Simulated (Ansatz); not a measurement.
Calculation for fcc Ni (110), 3 layers: DFT, PBE, PAW with Ansatz's default frozen-core files, scalar-relativistic (Ansatz 0.2.0).

The slab is cut from a bulk crystal relaxed on PAW files (its atoms may have been relaxed since).

Command: `ansatz run input.yaml --threads 2 --pin off --max-ram 6144MiB --backend cpu --events-out ev --progress --plain --runs-dir out` It took 38 s on 2 threads of Arm Neoverse V2, with other jobs on the host, peak memory 0.64 GiB.

```yaml
crystal:
  lattice:
    - [2.4880368655, 0.0, 0.0]
    - [0.0, 3.5186154789, 0.0]
    - [0.0, 0.0, 18.488]
  atoms:
    - { symbol: Ni, position: [0.0, 0.0, 0.4327121142], spin: 1.0 }
    - { symbol: Ni, position: [0.5, 0.5, 0.5], spin: 1.0 }
    - { symbol: Ni, position: [0.0, 0.0, 0.5672878858], spin: 1.0 }
magnetization:
  spin_polarized: true
kpoints:
  mp_grid: { grid: [15, 10, 1] }
scf:
  occupations: { method: fermi_dirac, width: 0.05 }
hamiltonian:
  xc: pbe
  pseudopotentials: { kind: paw }
output:
  forces: true
  stress: true
  eigenvalues: true
  populations: true
efield:
  axis: 3
  amplitude: 0
  dipole_correction: true
```

Output:

```
Engine: ansatz 0.2.0
Pseudopotentials: kind: paw
Pseudopotential: Ni, paw, valence charge 18, recommended cutoff 420 eV (normal), Ni.paw.azcp
Functional definition: PBE
  parameter kappa = 0.804
  parameter beta = 0.06672455060314922
  exchange = pbe_x(kappa = kappa, mu = beta*pi^2/3)
  correlation = pbe_c(beta = beta)
Crystal: 3 atoms, lattice volume = 161.852 Å³
Basis set: ecut = 420 eV, 3155 PW (Γ), exchange–correlation on 36×48×250 points (8 copies of the dense FFT grid, shifted against one another)
Bands: 35, of which v1, the nominal top of the filled ones, is band 27 counted from 1 (26 counted from 0)
Symmetry: 4 space group operations
k-points: 48 of 150
Non-local potential: Ni, projectors of the file, l = 0: 3, l = 1: 2, l = 2: 3, l = 3: 1
PAW form: soft (Blöchl's): semilocal exchange-correlation on the pseudo side does not see the compensation charge
PAW one-centre angular grid: Ni, 590 points (default); XC on 64 Gauss nodes
Initial density: superposition of atomic densities (neutral atoms: chi_scale 0, normalization atom)
Starting moments: Σ|m| = 3 μB on 3 of 3 sites
Initial wavefunctions: pseudopotential atomic-orbital guess
Functional: x = pbe(κ = 0.804, μ = 0.2195149727645171), c = pbe(β = 0.06672455060314922)
SCF iter   1: F=—  HF=-17513.746174 eV  |F-HF|=—  |Δ(HF+E_count)|=         —  Δρ=1.62e-2 (↑1.58e-2 ↓1.62e-2)  dr2=3.19e0  dr2_m=1.65e-1  M=2.784 μB ∫|m|=2.928 μB  β_m=1.00  ethr=3.10e-3  p=0.000 e·Å  D=1.61e-14 V/Å  ΔV_dip=-0.00 eV  dr2_dipole=2.71e-10  V_vac-E_F(+/−)=6.72/6.72 eV  ⟨swp⟩=11.3  Hψ=18701  notcnv=0  defer=12
Mixer restart at iter 1: flushing history
efield: sawtooth ramp at fractional position 0.9500 (placed from the atoms, in the widest stretch of the axis that holds none; the zero of the levels goes with the place), width 0.1000; the density the first Hamiltonian is built on has a dipole p = 0.000 e·Å; the dipole correction subtracts the counter field D = 1.61e-14 V/Å, which shifts the + side's vacuum level by -0.00 eV against the − side's; the planar-averaged density in the ramp window peaks in size at 1.8e-5 e/Å³
preconditioner: auto → LDOS  [metal: Δε(μ)=0.010 eV  Ē_g=6.885 eV  σ=0.050 eV  W_gap=0.05  n_scr=30 (ndim 8)  ℏωp=16.0 eV  f_vac=0.681  D(μ)=7.54/eV (n_scr^D=60)]
spin=Collinear: LDOS preconditioning applied to the charge; magnetization (m = ρ↑ − ρ↓) channel mixes plain (no charge-response kernel on spin).
SCF iter   2: F=—  HF=-17514.385153 eV  |F-HF|=—  |Δ(HF+E_count)|=   6.39e-1  Δρ=1.09e-2 (↑9.66e-3 ↓1.09e-2)  dr2=1.04e0  dr2_m=2.13e-3  M=2.693 μB ∫|m|=2.945 μB  β_m=0.39  ethr=3.10e-3  p=-0.000 e·Å  D=-7.44e-6 V/Å  ΔV_dip=0.00 eV  dr2_dipole=1.59e-9  V_vac-E_F(+/−)=5.95/5.95 eV  ⟨swp⟩=3.0  Hψ=6027  notcnv=0  defer=147
density mixer auto → msr1: a metal under ldos (density of states about μ 3.23 of a free-electron gas's, 30 screened modes)
SCF iter   3: F=—  HF=-17515.764759 eV  |F-HF|=—  |Δ(HF+E_count)|=    1.38e0  Δρ=6.79e-3 (↑5.64e-3 ↓6.79e-3)  dr2=9.06e-2  dr2_m=4.26e-2  M=2.612 μB ∫|m|=2.926 μB  β_m=0.49  ethr=1.92e-3  p=-0.000 e·Å  D=-1.07e-5 V/Å  ΔV_dip=0.00 eV  dr2_dipole=3.19e-9  V_vac-E_F(+/−)=5.15/5.15 eV  ⟨swp⟩=3.7  Hψ=5641  notcnv=0  defer=149
SCF iter   4: F=—  HF=-17516.349517 eV  |F-HF|=—  |Δ(HF+E_count)|=   5.85e-1  Δρ=9.25e-3 (↑3.39e-3 ↓9.25e-3)  dr2=1.28e-1  dr2_m=3.03e-2  M=2.512 μB ∫|m|=2.805 μB  β_m=0.49  ethr=1.68e-4  p=-0.000 e·Å  D=-1.40e-5 V/Å  ΔV_dip=0.00 eV  dr2_dipole=4.04e-9  V_vac-E_F(+/−)=4.89/4.89 eV  ⟨swp⟩=3.3  Hψ=6094  notcnv=0  defer=153
SCF iter   5: F=—  HF=-17516.621135 eV  |F-HF|=—  |Δ(HF+E_count)|=   2.72e-1  Δρ=3.19e-3 (↑2.52e-3 ↓3.19e-3)  dr2=5.70e-3  dr2_m=1.14e-2  M=2.426 μB ∫|m|=2.685 μB  β_m=0.67  ethr=1.68e-4  p=-0.000 e·Å  D=-2.96e-6 V/Å  ΔV_dip=0.00 eV  dr2_dipole=4.33e-10  V_vac-E_F(+/−)=4.61/4.61 eV  ⟨swp⟩=3.7  Hψ=7013  notcnv=0  defer=155
SCF iter   6: F=—  HF=-17516.626238 eV  |F-HF|=—  |Δ(HF+E_count)|=   5.10e-3  Δρ=2.52e-3 (↑4.08e-4 ↓2.52e-3)  dr2=6.68e-3  dr2_m=2.37e-3  M=2.401 μB ∫|m|=2.661 μB  β_m=0.76  ethr=1.06e-5  p=-0.000 e·Å  D=-5.14e-6 V/Å  ΔV_dip=0.00 eV  dr2_dipole=6.65e-10  V_vac-E_F(+/−)=4.55/4.55 eV  ⟨swp⟩=2.1  Hψ=6812  notcnv=0  defer=167
SCF iter   7: F=—  HF=-17516.624843 eV  |F-HF|=—  |Δ(HF+E_count)|=   1.40e-3  Δρ=4.29e-4 (↑2.74e-4 ↓4.29e-4)  dr2=3.43e-4  dr2_m=8.56e-5  M=2.404 μB ∫|m|=2.660 μB  β_m=0.80  ethr=1.06e-5  p=0.000 e·Å  D=1.60e-6 V/Å  ΔV_dip=-0.00 eV  dr2_dipole=4.65e-10  V_vac-E_F(+/−)=4.50/4.50 eV  ⟨swp⟩=2.0  Hψ=5326  notcnv=0  defer=167
SCF iter   8: F=—  HF=-17516.624981 eV  |F-HF|=—  |Δ(HF+E_count)|=   1.38e-4  Δρ=1.49e-4 (↑4.07e-5 ↓1.49e-4)  dr2=2.05e-5  dr2_m=1.18e-5  M=2.406 μB ∫|m|=2.662 μB  β_m=0.90  ethr=6.36e-7  p=-0.000 e·Å  D=-1.54e-6 V/Å  ΔV_dip=0.00 eV  dr2_dipole=4.63e-10  V_vac-E_F(+/−)=4.51/4.51 eV  ⟨swp⟩=2.1  Hψ=5249  notcnv=0  defer=165
SCF iter   9: F=—  HF=-17516.624986 eV  |F-HF|=—  |Δ(HF+E_count)|=   5.16e-6  Δρ=3.50e-5 (↑7.65e-6 ↓3.50e-5)  dr2=1.11e-6  dr2_m=5.10e-7  M=2.406 μB ∫|m|=2.662 μB  β_m=0.92  ethr=3.80e-8  p=0.000 e·Å  D=3.44e-6 V/Å  ΔV_dip=-0.00 eV  dr2_dipole=7.64e-10  V_vac-E_F(+/−)=4.51/4.51 eV  ⟨swp⟩=2.0  Hψ=5163  notcnv=0  defer=165
SCF iter  10: F=—  HF=-17516.624987 eV  |F-HF|=—  |Δ(HF+E_count)|=   6.60e-7  Δρ=1.49e-5 (↑7.11e-6 ↓1.49e-5)  dr2=3.47e-7  dr2_m=9.35e-8  M=2.406 μB ∫|m|=2.663 μB  β_m=0.94  ethr=2.06e-9  p=-0.000 e·Å  D=-6.35e-6 V/Å  ΔV_dip=0.00 eV  dr2_dipole=2.54e-9  V_vac-E_F(+/−)=4.51/4.51 eV  ⟨swp⟩=2.1  Hψ=5695  notcnv=0  defer=165
SCF iter  11: F=—  HF=-17516.624987 eV  |F-HF|=—  |Δ(HF+E_count)|=   8.36e-8  Δρ=1.47e-5 (↑6.19e-6 ↓1.47e-5)  dr2=3.21e-7  dr2_m=5.33e-8  M=2.406 μB ∫|m|=2.663 μB  β_m=0.83  ethr=6.43e-10  p=0.000 e·Å  D=8.69e-6 V/Å  ΔV_dip=-0.00 eV  dr2_dipole=4.01e-9  V_vac-E_F(+/−)=4.51/4.51 eV  ⟨swp⟩=2.1  Hψ=5571  notcnv=0  defer=165
SCF iter  12: F=—  HF=-17516.624987 eV  |F-HF|=—  |Δ(HF+E_count)|=   8.01e-9  Δρ=5.67e-6 (↑2.91e-6 ↓5.67e-6)  dr2=5.59e-8  dr2_m=8.30e-9  M=2.406 μB ∫|m|=2.663 μB  β_m=0.79  ethr=5.94e-10  p=-0.000 e·Å  D=-2.65e-6 V/Å  ΔV_dip=0.00 eV  dr2_dipole=1.71e-10  V_vac-E_F(+/−)=4.51/4.51 eV  ⟨swp⟩=2.0  Hψ=4767  notcnv=0  defer=165
SCF iter  13: F=-17516.624987 eV  HF=-17516.624987 eV  |F-HF|=7.51e-9  |Δ(HF+E_count)|=   2.74e-8  Δρ=1.61e-6 (↑7.33e-7 ↓1.61e-6)  dr2=4.25e-9  dr2_m=9.87e-10  M=2.406 μB ∫|m|=2.663 μB  ethr=1.03e-10  p=-0.000 e·Å  D=-3.36e-7 V/Å  ΔV_dip=0.00 eV  dr2_dipole=1.48e-12  V_vac-E_F(+/−)=4.51/4.51 eV  ⟨swp⟩=10.9  Hψ=17822  notcnv=0
SCF 1 converged in 13 iterations: F = -17516.624987 eV  dr2 = 4.25e-9
  greatest PAW one-centre occupation: 1.001 electrons in one spin orbital (limit 2), on the Ni atom at site 0 (counted from 0), in its partial waves of l = 1
SCF converged after 13 iterations
Magnetization: 2.4065 μB (28.2032 up, 25.7968 down)
Absolute magnetization: 2.6644 μB (∫|ρ↑−ρ↓|, with the PAW one-centre terms)
Spin contamination: 0.0316 ħ² per cell (⟨S²⟩ above its minimum at these occupations)
Per-site moments (μB) at R_I (Å): [(0.8618594427602162, 1.0263152069530799), (0.7365854558402667, 1.0263152070060741), (0.8618554001105027, 1.0263152069530799)]
Free energy (F): -17516.624987 eV
Harris-Foulkes:  -17516.624987 eV  (|F-HF|=7.51e-9)
Internal energy: -17516.565326 eV  (E = F + TS)
E sigma→0 (E₀):  -17516.595157 eV
Entropy (-TS):   -0.059661 eV (-19.887 meV/atom)
Fermi energy:    0.142103 eV
Dipole field:    D = 0.000001 V/Å  (p = 0.000001 e·Å, saw-weighted, corrected)
Work function:   Φ+ = 4.5054 eV   Φ− = 4.5054 eV
Levels:          The Fermi level and band energies are counted from a zero that moves with the ramp; work functions are not
--- Per-component energies (eV) ---
  E_band       = -1808.727830
  E_kinetic    = 841.343123
  E_local      = -70843.162595  (includes V_loc(G=0)·N_el)
  E_nonlocal   = 1918.416895
  E_hartree    = 34093.755004
  E_xc         = -248.432407
  E_vxc        = -319.810332  (∫ρ·V_xc dr)
  E_paw        = -4898.660984  (= ΣΔE_a)
  E_vpaw       = -1593.030143  (= ΣTr[D̂ρ^β])
  E_aug_tail   = 0.001578  (compensation charges beyond the density's cutoff)
  E_efield     = 0.000000  (sawtooth field / dipole correction)
  E_vefield    = 0.000000  (∫n·V_field dr)
  E_ewald      = 21620.174060
  E_smearing   = -0.059661  (= −TS)
  E_closure    = 0.000000  (closes the sum)
  Σ components = -17516.624987   (vs F -17516.624987, Δ=0.00e0)
--- Forces (eV/Å), atoms counted from 1 ---
  atom   1  Ni     0.00000000     0.00000000     0.86318230
  atom   2  Ni     0.00000000    -0.00000000    -0.00001208
  atom   3  Ni     0.00000000    -0.00000000    -0.86317470
  max |Σ_I F_I| component: 4.49e-6 eV/Å
--- Stress (GPa, compression-positive) ---
       -2.662755      -0.000000       0.000000
       -0.000000      -3.108167      -0.000000
        0.000000      -0.000000      -2.125632
  P = ⅓ Tr σ = -2.6322 GPa (-26.322 kbar)
--- Band table (eV; the first three rows and the last of 96) ---
  k-point 0 ↑: bands = ["-103.4837", "-103.2538", "-103.2493", "-63.9750", "-63.9043", "-63.6739", "-63.6670", "-63.6507", "-63.6494", "-63.5960", "-63.5868", "-63.5784", "-7.1082", "-3.8144", "-3.7743", "-3.2442", "-2.3837", "-2.3605", "-2.1652", "-1.9996", "-1.9495", "-1.2485", "-1.1894", "-1.0982", "-1.0383", "-0.9830", "-0.9076", "-0.5867", "-0.5047", "1.3317", "4.0295", "4.5349", "4.8995", "5.8744", "5.8947"]
  k-point 1 ↑: bands = ["-103.4836", "-103.2539", "-103.2493", "-63.9750", "-63.9040", "-63.6763", "-63.6659", "-63.6510", "-63.6494", "-63.6004", "-63.5802", "-63.5797", "-6.9876", "-3.8159", "-3.7710", "-3.2016", "-2.3544", "-2.2750", "-2.2465", "-1.9529", "-1.9442", "-1.3313", "-1.1694", "-1.0950", "-1.0521", "-0.9130", "-0.9089", "-0.5774", "-0.5163", "1.4129", "4.0586", "4.1311", "4.6537", "5.9710", "5.9890"]
  k-point 2 ↑: bands = ["-103.4834", "-103.2541", "-103.2493", "-63.9751", "-63.9032", "-63.6821", "-63.6631", "-63.6518", "-63.6494", "-63.6049", "-63.5831", "-63.5701", "-6.6342", "-3.8227", "-3.7836", "-3.0795", "-2.4283", "-2.2803", "-1.9608", "-1.9298", "-1.9067", "-1.4673", "-1.1315", "-1.1186", "-1.0903", "-0.8835", "-0.8021", "-0.5466", "-0.5439", "1.6569", "2.4933", "4.3748", "5.0071", "5.7575", "6.3237"]
  k-point 47 ↓: bands = ["-102.5504", "-102.2051", "-102.1995", "-63.0743", "-63.0193", "-62.8571", "-62.7379", "-62.7292", "-62.6205", "-62.5985", "-62.5955", "-62.5617", "-3.2860", "-2.7670", "-2.4936", "-2.1235", "-1.7748", "-1.7380", "-1.6463", "-0.8129", "-0.7879", "-0.7471", "-0.1798", "-0.1429", "0.2822", "0.4419", "0.5028", "1.8927", "2.4766", "5.7376", "6.7431", "7.3731", "7.6655", "8.1245", "9.0178"]
--- Löwdin populations: 3 sites ---
  site symbol       q [e]    m [muB]
     0     Ni     17.8014     0.8840
     1     Ni     17.7988     0.7333
     2     Ni     17.8014     0.8840
  spilling = 0.011081 (of n_electrons = 54.000000)
```

populations.tsv:

```
# site	symbol	l	j	q_up	q_dn
# orbitals = lowdin
# n_electrons = 54.000000
# spilling = 0.011081
0	Ni	0_3S	-	0.998905	0.998942
0	Ni	0_4S	-	0.496220	0.472727
0	Ni	1_3P	-	2.999085	2.998850
0	Ni	2_3D	-	4.848524	3.988176
1	Ni	0_3S	-	0.998268	0.998314
1	Ni	0_4S	-	0.483567	0.485610
1	Ni	1_3P	-	2.999288	2.999176
1	Ni	2_3D	-	4.784901	4.049655
2	Ni	0_3S	-	0.998905	0.998942
2	Ni	0_4S	-	0.496219	0.472726
2	Ni	1_3P	-	2.999085	2.998850
2	Ni	2_3D	-	4.848524	3.988181
```

Next run (atoms relaxed), as changes to the input before:

```diff
   eigenvalues: true
-  populations: true
+relax:
+  f_tol: 0.01
+  max_steps: 40
 efield:
```

Command: `ansatz run input.yaml --threads 2 --pin off --max-ram 6144MiB --backend cpu --events-out ev --progress --plain --runs-dir out` It took 2.3 min on 2 threads of Arm Neoverse V2, with other jobs on the host, peak memory 0.66 GiB.

Results part of the output:

```
Warning: output.stress: scf.convergence.dr2_threshold = 1e-7 eV (the SCF's general default) is looser than the 3e-10 eV advised for a printed stress (1e-10 eV for each atom of the cell: 3). What an SCF threshold leaves in a stress goes as its square root, and in the free energy as the threshold itself, and one threshold admits the most on a small cell: of the crystals measured, under no hybrid fun
SCF converged after 5 iterations
Magnetization: 2.3302 μB (28.1651 up, 25.8349 down)
Absolute magnetization: 2.5807 μB (∫|ρ↑−ρ↓|, with the PAW one-centre terms)
Spin contamination: 0.0293 ħ² per cell (⟨S²⟩ above its minimum at these occupations)
Per-site moments (μB) at R_I (Å): [(0.8325561149813422, 0.9504111107602419), (0.6971937365667171, 1.0078752000066267), (0.8325569773853766, 0.9504111107602419)]
Free energy (F): -17516.716259 eV
Harris-Foulkes:  -17516.716259 eV  (|F-HF|=4.84e-10)
Internal energy: -17516.669089 eV  (E = F + TS)
E sigma→0 (E₀):  -17516.692674 eV
Entropy (-TS):   -0.047170 eV (-15.723 meV/atom)
Fermi energy:    0.194316 eV
Dipole field:    D = 0.000001 V/Å  (p = 0.000001 e·Å, saw-weighted, corrected)
Work function:   Φ+ = 4.4318 eV   Φ− = 4.4317 eV
Levels:          The Fermi level and band energies are counted from a zero that moves with the ramp; work functions are not
--- Per-component energies (eV) ---
  E_band       = -1810.273573
  E_kinetic    = 843.845154
  E_local      = -72591.018000  (includes V_loc(G=0)·N_el)
  E_nonlocal   = 1917.078506
[... lines left out ...]
  atom   1  Ni     0.00000000    -0.00000000    -0.00363907
  atom   2  Ni     0.00000000    -0.00000000    -0.00000038
  atom   3  Ni     0.00000000     0.00000000     0.00363804
  max |Σ_I F_I| component: 1.40e-6 eV/Å
--- Stress (GPa, compression-positive) ---
       -1.831634      -0.000000       0.000000
       -0.000000      -1.416056      -0.000000
        0.000000      -0.000000       0.008554
  P = ⅓ Tr σ = -1.0797 GPa (-10.797 kbar)
--- Band table (eV; the first three rows and the last of 96) ---
  k-point 0 ↑: bands = ["-103.4254", "-103.2661", "-103.2536", "-63.9236", "-63.8283", "-63.7673", "-63.6653", "-63.6175", "-63.6127", "-63.6064", "-63.5852", "-63.5718", "-7.2841", "-3.9301", "-3.7499", "-3.3725", "-2.3501", "-2.3198", "-2.2929", "-2.0542", "-1.9490", "-1.2595", "-1.2501", "-1.2039", "-0.9727", "-0.9626", "-0.8622", "-0.5184", "-0.3382", "1.5565", "4.1617", "4.5331", "4.7791", "5.8673", "6.0444"]
  k-point 1 ↑: bands = ["-103.4252", "-103.2663", "-103.2536", "-63.9244", "-63.8277", "-63.7644", "-63.6669", "-63.6181", "-63.6154", "-63.6127", "-63.5747", "-63.5741", "-7.1636", "-3.9230", "-3.7686", "-3.3383", "-2.4546", "-2.3058", "-2.1471", "-2.0566", "-1.8883", "-1.3171", "-1.2429", "-1.2389", "-1.0055", "-0.8655", "-0.8287", "-0.5105", "-0.3605", "1.6316", "3.9685", "4.2647", "4.6513", "5.9804", "6.1208"]
  k-point 2 ↑: bands = ["-103.4246", "-103.2669", "-103.2536", "-63.9266", "-63.8261", "-63.7567", "-63.6715", "-63.6266", "-63.6198", "-63.6127", "-63.5804", "-63.5591", "-6.8106", "-3.9311", "-3.8115", "-3.2375", "-2.6133", "-2.2387", "-2.0613", "-1.8571", "-1.7643", "-1.4826", "-1.2112", "-1.1928", "-1.0940", "-0.7533", "-0.7249", "-0.4809", "-0.4190", "1.8539", "2.4383", "4.5302", "5.0034", "5.9117", "6.3116"]
  k-point 47 ↓: bands = ["-102.5393", "-102.2424", "-102.2272", "-63.0652", "-63.0251", "-62.8508", "-62.7481", "-62.7378", "-62.7189", "-62.6214", "-62.6198", "-62.5872", "-3.4828", "-2.9303", "-2.7922", "-2.0693", "-1.9388", "-1.7516", "-1.6113", "-1.0387", "-0.8412", "-0.8093", "-0.2268", "-0.1086", "0.3401", "0.4442", "0.6425", "1.7937", "2.3869", "6.0638", "6.8446", "7.5190", "7.8577", "8.2419", "9.2096"]
--- Relaxed structure (5 steps of the walk, 5 accepted, 0 SCFs on fresh bases) ---
  F+E_penalty+E_count = -17516.71625893 eV   max|allowed force component| = 3.639e-3 eV/Å
  atoms:
    - { symbol: Ni, position: [0.0, 1.4515077942342596e-18, 0.437688579893496] }
    - { symbol: Ni, position: [0.5, 0.49999999999999994, 0.5000000072848196] }
    - { symbol: Ni, position: [0.0, -1.4515099190299158e-18, 0.5623114128216843] }
```

Next run (field of 0.2 V/Å along the normal), as changes to the input before:

```diff
   atoms:
-    - { symbol: Ni, position: [0.0, 0.0, 0.4327121142], spin: 1.0 }
-    - { symbol: Ni, position: [0.5, 0.5, 0.5], spin: 1.0 }
-    - { symbol: Ni, position: [0.0, 0.0, 0.5672878858], spin: 1.0 }
+    - { symbol: Ni, position: [0.0, 0.0, 0.4376885799], spin: 1.0 }
+    - { symbol: Ni, position: [0.5, 0.5, 0.5000000073], spin: 1.0 }
+    - { symbol: Ni, position: [0.0, 0.0, 0.5623114128], spin: 1.0 }
 magnetization:
   eigenvalues: true
-relax:
-  f_tol: 0.01
-  max_steps: 40
 efield:
   axis: 3
-  amplitude: 0
+  amplitude: 0.2
   dipole_correction: true
```

Results part of the output:

```
SCF 1 converged in 13 iterations: F = -17516.721345 eV  dr2 = 7.92e-8
  greatest PAW one-centre occupation: 1.001 electrons in one spin orbital (limit 2), on the Ni atom at site 2 (counted from 0), in its partial waves of l = 1
SCF converged after 13 iterations
Magnetization: 2.3303 μB (28.1651 up, 25.8349 down)
Absolute magnetization: 2.5808 μB (∫|ρ↑−ρ↓|, with the PAW one-centre terms)
Spin contamination: 0.0293 ħ² per cell (⟨S²⟩ above its minimum at these occupations)
Per-site moments (μB) at R_I (Å): [(0.8294125098924283, 0.9504111105452699), (0.6973758414549411, 1.0078751998740707), (0.8357042943395459, 0.9504111105452699)]
Free energy (F): -17516.721345 eV
Harris-Foulkes:  -17516.721345 eV  (|F-HF|=5.78e-8)
Internal energy: -17516.674159 eV  (E = F + TS)
E sigma→0 (E₀):  -17516.697752 eV
Entropy (-TS):   -0.047186 eV (-15.729 meV/atom)
Fermi energy:    0.190541 eV
Dipole field:    D = 0.056944 V/Å  (p = 0.050934 e·Å, saw-weighted, corrected)
Work function:   not extracted (applied field tilts the vacuum); planar V_es + V_field profile in the machine report
Levels:          The Fermi level and band energies are counted from a zero that moves with the ramp; work functions are not
--- Per-component energies (eV) ---
  E_band       = -1810.478068
  E_kinetic    = 843.842108
  E_local      = -72590.765081  (includes V_loc(G=0)·N_el)
  E_nonlocal   = 1917.070944
  E_hartree    = 34965.851152
  E_xc         = -249.730457
  E_vxc        = -321.574765  (∫ρ·V_xc dr)
  E_paw        = -4897.477673  (= ΣΔE_a)
  E_vpaw       = -1590.781535  (= ΣTr[D̂ρ^β])
  E_aug_tail   = 0.001677  (compensation charges beyond the density's cutoff)
  E_efield     = -0.008737  (sawtooth field / dipole correction)
  E_vefield    = -0.007286  (∫n·V_field dr)
  E_ewald      = 22494.541908
  E_smearing   = -0.047186  (= −TS)
  E_closure    = -0.000000  (closes the sum)
  Σ components = -17516.721345   (vs F -17516.721345, Δ=0.00e0)
--- Forces (eV/Å), atoms counted from 1 ---
  atom   1  Ni     0.00000000     0.00000000     0.00039751
  atom   2  Ni     0.00000000    -0.00000000    -0.01061569
  atom   3  Ni     0.00000000     0.00000000     0.01012316
  max |Σ_I F_I| component: 9.50e-5 eV/Å
--- Stress (GPa, compression-positive) ---
       -1.827416      -0.000000       0.000000
       -0.000000      -1.412533      -0.000000
        0.000000      -0.000000       0.011351
  P = ⅓ Tr σ = -1.0762 GPa (-10.762 kbar)
--- Band table (eV; the first three rows and the last of 96) ---
  k-point 0 ↑: bands = ["-103.4294", "-103.2704", "-103.2569", "-63.9275", "-63.8322", "-63.7713", "-63.6690", "-63.6216", "-63.6163", "-63.6101", "-63.5896", "-63.5751", "-7.2879", "-3.9339", "-3.7536", "-3.3762", "-2.3540", "-2.3236", "-2.2967", "-2.0581", "-1.9529", "-1.2637", "-1.2539", "-1.2077", "-0.9765", "-0.9662", "-0.8660", "-0.5222", "-0.3420", "1.5480", "3.8406", "4.6133", "4.7754", "5.7470", "6.2465"]
  k-point 1 ↑: bands = ["-103.4291", "-103.2707", "-103.2569", "-63.9284", "-63.8316", "-63.7684", "-63.6706", "-63.6222", "-63.6192", "-63.6163", "-63.5807", "-63.5758", "-7.1674", "-3.9268", "-3.7723", "-3.3420", "-2.4584", "-2.3096", "-2.1509", "-2.0605", "-1.8921", "-1.3210", "-1.2471", "-1.2427", "-1.0091", "-0.8693", "-0.8325", "-0.5143", "-0.3644", "1.6233", "3.9528", "3.9649", "4.7186", "5.8590", "6.3216"]
  k-point 2 ↑: bands = ["-103.4285", "-103.2713", "-103.2569", "-63.9305", "-63.8300", "-63.7606", "-63.6753", "-63.6303", "-63.6237", "-63.6164", "-63.5845", "-63.5626", "-6.8144", "-3.9349", "-3.8152", "-3.2412", "-2.6171", "-2.2425", "-2.0653", "-1.8610", "-1.7681", "-1.4864", "-1.2150", "-1.1969", "-1.0975", "-0.7571", "-0.7287", "-0.4848", "-0.4229", "1.8461", "2.4346", "4.2734", "4.9789", "6.0363", "6.1867"]
  k-point 47 ↓: bands = ["-102.5429", "-102.2463", "-102.2309", "-63.0689", "-63.0288", "-62.8545", "-62.7520", "-62.7414", "-62.7227", "-62.6254", "-62.6233", "-62.5909", "-3.4866", "-2.9340", "-2.7959", "-2.0731", "-1.9426", "-1.7554", "-1.6151", "-1.0426", "-0.8450", "-0.8130", "-0.2305", "-0.1124", "0.3364", "0.4404", "0.6388", "1.7900", "2.3832", "6.0600", "6.8407", "7.5150", "7.8536", "8.2363", "9.2061"]
```

Other magnetic orders may lie lower.
